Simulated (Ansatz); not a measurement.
ZrCu₂P₂ in space group P-3m1 (No. 164; Zr on 1a, Cu on 2d, P on 2d), r²SCAN (plane waves, PAW; program Ansatz), all energies at zero smearing, with the estimated change up to a 700 eV cutoff added, with one set of potentials and settings (totals compare only within such a set). Cell of 5 atoms (1 Zr, 2 Cu, 2 P): -18979.725 eV.

```
element                reference phase  E (eV/atom)
-------  -----------------------------  -----------
Zr       P6_3/mmc, 2 atoms in the cell   -4195.0260
Cu          Fm-3m, 1 atoms in the cell   -6631.2396
P            Cmce, 4 atoms in the cell    -759.1646
```

Formation energy per atom, worked out: (-18979.725 − 1×(-4195.0260) − 2×(-6631.2396) − 2×(-759.1646))/5 = -0.778 eV/atom (-75 kJ per mol of atoms), at 0 K, without zero-point energy or fitted corrections.

The first step of the workflow began from a Materials Project structure, measured or hypothetical; the Crystallography Open Database copy checked does not list it. Its standing as an ambient phase is unchecked. Symmetry was held in the r²SCAN relaxation; its stability against distortions is not shown here. No spin polarisation was allowed. The references are the lowest solids computed at this level, not always the standard phases.

Potentials: the later of the program's two PAW sets.
